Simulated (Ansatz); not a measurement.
Relaxation of a generated cell, Pt built in the omega structure type; 3 atoms in the cell, which starts as P6/mmm (No. 191), hP3; a = b = 4.395 Å, c = 2.673 Å, α = β = 90.00°, γ = 120.00°. Calculation: PBEsol (plane waves to 420 eV, PAW, scalar-relativistic; Ansatz, a quantum-chemistry and plane-wave program). Γ-centred k-mesh 9×9×12 on the run's cell (coarser than for final values), Fermi–Dirac smearing 0.05 eV. This is the first round of the run. 

The optimiser's lines from the output (shortened; P is positive under compression):

```
relax step   1: F+E_penalty+E_count = -37150.94229361 eV  Δ(F+E_penalty+E_count) = +0.000e0 eV  max|allowed force component| = 8.635e-17 eV/Å  Δτ_max = 0.0000 Å  P = +9.579 GPa  Ω = 44.725 Å³  (7 SCF iters, dr2 threshold 1.00e-7 eV, accepted)
relax step   2: F+E_penalty+E_count = -37150.89172780 eV  Δ(F+E_penalty+E_count) = +5.057e-2 eV  max|allowed force component| = 9.560e-17 eV/Å  Δτ_max = 0.0000 Å  P = -12.470 GPa  Ω = 48.679 Å³  (6 SCF iters, dr2 threshold 3.00e-7 eV, rejected (line search))
relax step   3: F+E_penalty+E_count = -37150.99977704 eV  Δ(F+E_penalty+E_count) = -5.748e-2 eV  max|allowed force component| = 1.974e-16 eV/Å  Δτ_max = 0.0000 Å  P = -1.337 GPa  Ω = 46.395 Å³  (8 SCF iters, accepted)
relax step   4: F+E_penalty+E_count = -37151.00087465 eV  Δ(F+E_penalty+E_count) = -1.098e-3 eV  max|allowed force component| = 2.405e-16 eV/Å  Δτ_max = 0.0000 Å  P = -0.004 GPa  Ω = 46.165 Å³  (6 SCF iters, dr2 threshold 3.00e-7 eV, accepted)
relax step   5: F+E_penalty+E_count = -37151.00139179 eV  Δ(F+E_penalty+E_count) = -5.171e-4 eV  max|allowed force component| = 2.220e-16 eV/Å  Δτ_max = 0.0000 Å  P = -0.017 GPa  Ω = 46.165 Å³  stress off target by 2.72e-2 GPa  SCF on the basis re-selected at this cell (its energy is not comparable with the rows above)  (6 SCF iters)
relax step   6: F+E_penalty+E_count = -37151.00139327 eV  Δ(F+E_penalty+E_count) = -1.484e-6 eV  max|allowed force component| = 1.604e-16 eV/Å  Δτ_max = 0.0000 Å  P = -0.000 GPa  Ω = 46.162 Å³  (7 SCF iters, dr2 threshold 1.86e-9 eV, accepted)
relax step   7: F+E_penalty+E_count = -37151.00139062 eV  Δ(F+E_penalty+E_count) = +2.656e-6 eV  max|allowed force component| = 1.234e-16 eV/Å  Δτ_max = 0.0000 Å  P = +0.000 GPa  Ω = 46.162 Å³  stress off target by 3.25e-4 GPa  SCF on the basis re-selected at this cell (its energy is not comparable with the rows above)  (8 SCF iters)
```

From the first to the last row the energy changes by -0.02 eV/atom and the volume by +3.2 %. The last row is marked as not comparable with the walk above it, whose basis was carried along; it does compare with step 1, since both stand on a basis selected at the nominal cutoff for their own cell.

Step 2 was rejected by the optimiser.

Later rounds, restarted from the end of this one on a renewed k-mesh, logged 9 more steps and released under 0.01 eV/atom more. The final structure after all rounds: P6/mmm (No. 191), hP3; a = b = 4.4702 Å, c = 2.6679 Å, α = β = 90.00°, γ = 120.00°. Between re-selections the logged energies stand on a plane-wave basis carried along with the cell. No spin polarisation in the result.

The run could not lower the symmetry of its start; a shaken copy of this end point relaxes with PBEsol to I4/mmm (No. 139), 0.15 eV/atom lower.

The relaxed structure here is a generated cell of Pt: the first start was made by placing the elements on the sites of a structure type, and the end was not matched to a known phase here, so it may be hypothetical. Known forms of Pt include space group No. 225.
